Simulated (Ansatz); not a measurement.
ZnS:
```yaml
crystal:
  lattice:
    - [3.78226, 0.00000, 0.00000]
    - [-1.89113, 3.27553, 0.00000]
    - [0.00000, 0.00000, 6.20759]
  atoms:
    - { symbol: Zn, position: [0.33333, 0.66667, 0.00039] }
    - { symbol: Zn, position: [0.66667, 0.33333, 0.50039] }
    - { symbol: S, position: [0.33333, 0.66667, 0.37461] }
    - { symbol: S, position: [0.66667, 0.33333, 0.87461] }
```

x, y and z are the axes in which the lattice vectors are written.

Q: Give the high-frequency dielectric tensor and the Born effective charge tensors of the independent atoms from DFPT, PBEsol in the plane-wave PAW code Ansatz.

A: 
ε∞:
```
5.97  0.00  0.00
0.00  5.97  0.00
0.00  0.00  6.16
```
Z* of atom 1 (Zn), rows: field, columns: displacement, in e:
```
1.88  0.00  0.00
0.00  1.88  0.00
0.00  0.00  2.00
```
Z* of atom 3 (S), rows: field, columns: displacement, in e:
```
-1.88   0.00   0.00
 0.00  -1.88   0.00
 0.00   0.00  -2.00
```

Space group P6_3mc (wurtzite). The PBEsol relaxation kept the symmetry of its start.

Potentials: the earlier of the program's two PAW sets. The files were generated under PBE; for other functionals the program regenerates the frozen cores, and for LDA and PBEsol the local potential too.
